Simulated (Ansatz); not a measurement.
NaF:
```cif
data_F4Na4
_chemical_formula_sum 'Na4 F4'
_space_group_name_H-M_alt 'Fm-3m'
_space_group_IT_number 225
_space_group_name_Hall '-F 4 2 3'
_cell_length_a 4.62939
_cell_length_b 4.62939
_cell_length_c 4.62939
_cell_angle_alpha 90.000
_cell_angle_beta 90.000
_cell_angle_gamma 90.000
loop_
_atom_site_label
_atom_site_type_symbol
_atom_site_symmetry_multiplicity
_atom_site_Wyckoff_symbol
_atom_site_fract_x
_atom_site_fract_y
_atom_site_fract_z
_atom_site_occupancy
Na1 Na 4 a 0.00000 0.00000 0.00000 1
F1 F 4 b 0.50000 0.50000 0.50000 1
```
(The calculation used a cell of 2 atoms; values per cell refer to that cell.)

Relaxed with PBEsol.

Problem. Which orbitals make up the states near the band edges in the program Ansatz at the PBEsol level (PAW)?

Solution. Top 1 eV of the valence band: F 2p 98 %. Bottom 1 eV of the conduction band: Na 3s 74 %, F 2s 18 %. Projections are on Löwdin-orthogonalised atomic valence shells; empty p or d shells of many metals are not among them.

Problem. Tabulate the density of states.

Solution. States/eV per cell of 2 atoms, in 0.25 eV bins, energy from the valence-band maximum.

```
E (eV)  total  F 2p  Na 3s  F 2s
------  -----  ----  -----  ----
-1.80    0.00  0.00   0.00  0.00
-1.55    0.58  0.53   0.05  0.00
-1.30    3.99  3.71   0.23  0.01
-1.05    2.56  2.38   0.13  0.01
-0.80    2.02  1.94   0.04  0.01
-0.55    4.14  4.06   0.03  0.00
-0.30    8.98  8.90   0.01  0.00
-0.05    1.72  1.71   0.00  0.00
0.20     0.00  0.00   0.00  0.00
0.45     0.00  0.00   0.00  0.00
0.70     0.00  0.00   0.00  0.00
0.95     0.00  0.00   0.00  0.00
1.20     0.00  0.00   0.00  0.00
1.45     0.00  0.00   0.00  0.00
1.70     0.00  0.00   0.00  0.00
1.95     0.00  0.00   0.00  0.00
2.20     0.00  0.00   0.00  0.00
2.45     0.00  0.00   0.00  0.00
2.70     0.00  0.00   0.00  0.00
2.95     0.00  0.00   0.00  0.00
3.20     0.00  0.00   0.00  0.00
3.45     0.00  0.00   0.00  0.00
3.70     0.00  0.00   0.00  0.00
3.95     0.00  0.00   0.00  0.00
4.20     0.00  0.00   0.00  0.00
4.45     0.00  0.00   0.00  0.00
4.70     0.00  0.00   0.00  0.00
4.95     0.00  0.00   0.00  0.00
5.20     0.00  0.00   0.00  0.00
5.45     0.00  0.00   0.00  0.00
5.70     0.00  0.00   0.00  0.00
5.95     0.00  0.00   0.00  0.00
6.20     0.00  0.00   0.00  0.00
6.45     0.03  0.00   0.03  0.01
6.70     0.06  0.00   0.04  0.01
6.95     0.07  0.00   0.05  0.01
7.20     0.09  0.01   0.07  0.01
7.45     0.11  0.01   0.08  0.02
7.70     0.13  0.01   0.10  0.02
7.95     0.15  0.01   0.11  0.02
8.20     0.17  0.02   0.13  0.02
8.45     0.19  0.02   0.15  0.02
8.70     0.21  0.02   0.17  0.02
8.95     0.24  0.02   0.19  0.02
9.20     0.26  0.02   0.21  0.02
9.45     0.29  0.03   0.23  0.02
9.70     0.32  0.03   0.26  0.02
9.95     0.35  0.03   0.28  0.02
10.20    0.39  0.03   0.30  0.01
10.45    0.44  0.03   0.32  0.01
10.70    0.53  0.02   0.33  0.01
10.95    0.52  0.02   0.31  0.01
```

Symmetry was held in the PBEsol relaxation; of distortions, only those at the zone centre were tested.

Potentials: the later of the program's two PAW sets.
